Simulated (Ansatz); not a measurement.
All numbers below come from Ansatz 0.2.0, DFT PBE, scalar-relativistic, plane waves, PAW. Cutoff 420 eV, Γ-centred meshes of about 0.25 Å⁻¹ or finer for metals and 0.3 Å⁻¹ for insulators (2π included), Gaussian smearing. No spin polarisation.

All energies are static (0 K, no zero-point motion).

Two relaxed structures of Al3S4I:

A.

```
CELL_PARAMETERS angstrom
1.76845 1.02101 16.47863
-1.76845 1.02101 16.47863
0.00000 -2.04203 16.47863
ATOMIC_POSITIONS crystal
Al 0.23206 0.23206 0.23206
Al 0.50000 0.50000 0.50000
Al 0.76794 0.76794 0.76794
S 0.86163 0.86163 0.86163
S 0.13837 0.13837 0.13837
S 0.41292 0.41292 0.41292
S 0.58708 0.58708 0.58708
I 0.00000 0.00000 0.00000
```

B.

```
CELL_PARAMETERS angstrom
-3.94921 3.94921 3.09443
3.94921 -3.94921 3.09443
3.94921 3.94921 -3.09443
ATOMIC_POSITIONS crystal
Al 0.36170 0.86170 0.50000
Al 0.86170 0.36170 0.50000
Al 0.67663 0.67663 0.00000
S 0.67548 0.31477 0.76466
S 0.55011 0.91082 0.23534
S 0.31477 0.55011 0.63929
S 0.91082 0.67548 0.36071
I 0.09089 0.09089 0.00000
```

Question: Which form is favoured at zero pressure, and by what margin per atom?

Answer: B is lower, by 126 meV/atom. A has space group R-3m (No. 166), 22.3 Å³/atom and no gap on its mesh; B has space group I4 (No. 79), 24.1 Å³/atom and a gap of 1.85 eV. Counting I or S atoms around Al (for each partner element, those within 1.25 times its shortest distance or 1.15 times the sum of covalent radii, where it is the nearest in units of that sum or under 1.3; a plus sign parts groups by distance over the sum of covalent radii; a slash parts the counts of unlike sites), A has Al 3+3/6 and B has Al 4/5. In A, Al on a site of symmetry 3m is surrounded by 3 S at 2.31 Å and 3 S at 2.74 Å; S on its first site has 3 Al at 2.48 Å and 3 Al at 2.74 Å; I is surrounded by 6 I at 3.54 Å; 2 more sites not described. In B, Al on a site of symmetry 2 has 4 S at 2.27–2.28 Å; S has 2 Al at 2.27–2.28 Å and 1 Al at 2.44 Å; around I lies 1 Al at 2.56 Å; 1 more site not described. Both come from trial cells of a structure search, whose lowest cell (P1, 32.3 Å³/atom) lies 53 meV/atom below the lower of the two.

Weakly bound directions are ill-defined at this level, which has no dispersion term (R-3m), and this can change margins and order among such cells. Spin–orbit coupling, which can matter for I, is left out. Kohn–Sham gaps at this level usually fall short of measured ones. The missing spin–orbit coupling can work the other way here. Cells relaxed within their symmetry can be saddle points. Some types were kept out of the candidates beforehand, so the set may lack a known form.
